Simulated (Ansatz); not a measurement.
**Structure relaxation, Si₂W**

The start is a relaxed Si2W cell, doubled along one cell vector, shaken by Gaussian noise of σ = 0.08 Å a coordinate. The structure is fully relaxed (lattice and positions, P = 0) with r2SCAN (plane waves to 500 eV, PAW, scalar-relativistic; Ansatz, a quantum-chemistry and plane-wave program). The first steps use a coarse 4×4×4 k-mesh.

Input geometry:
```
Si2W
1.0
    6.51358     0.00000     0.00000
    0.00000     6.51358     0.00000
    0.00000     0.00000     5.45059
W Si
4 8
Direct
  0.49236   0.49088   0.25800
  0.49868   0.50506   0.75993
  0.00661   0.00652   0.99103
  0.01436   0.99986   0.49703
  0.76502   0.76733   0.25262
  0.78775   0.78402   0.74910
  0.25736   0.74568   0.02710
  0.27173   0.72379   0.49656
  0.72034   0.29687   0.01952
  0.75999   0.27588   0.51121
  0.23797   0.23411   0.25561
  0.23300   0.22327   0.74756
```

Problem. What is the largest force in the starting geometry, and on which atom (counted from 1)?

Solution. About 2.4 eV/Å, on Si9 (atoms numbered as listed).

Problem. How does the volume change?

Solution. -21.0 %, from 19.27 to 15.22 Å³/atom.

Problem. Does it find its way back to the structure it was made from?

Solution. It does not go back: it reaches C2/m (No. 12), 0.40 eV/atom below the parent.

Problem. Is the relaxed structure metallic? Give its gap.

Solution. Zero (metallic).

Problem. Write out the relaxed structure.

Solution. 
Space group C2/m (No. 12); a = 11.626 Å, b = 4.890 Å, c = 6.424 Å, α = γ = 90.00°, β = 90.38°

```csv
atom,site,symmetry,x,y,z
W,4i,m,0.1615,0.5000,0.2409
W,4i,m,0.0384,0.0000,0.3161
Si,4i,m,0.2386,0.0000,0.1070
Si,4g,2,0.0000,0.2661,0.0000
Si,8j,1,0.3468,0.2462,0.3883
```
(The calculation used a cell of 12 atoms; values per cell refer to that cell.)

Final values are on a 10×8×7 k-mesh of the relaxed cell. No spin polarisation in the result.

The relaxed structure here is a generated cell of Si2W: the first start was made by placing the elements on the sites of a structure type, and the end was not matched to a known phase here, so it may be hypothetical. Known forms of Si2W include space group No. 139.
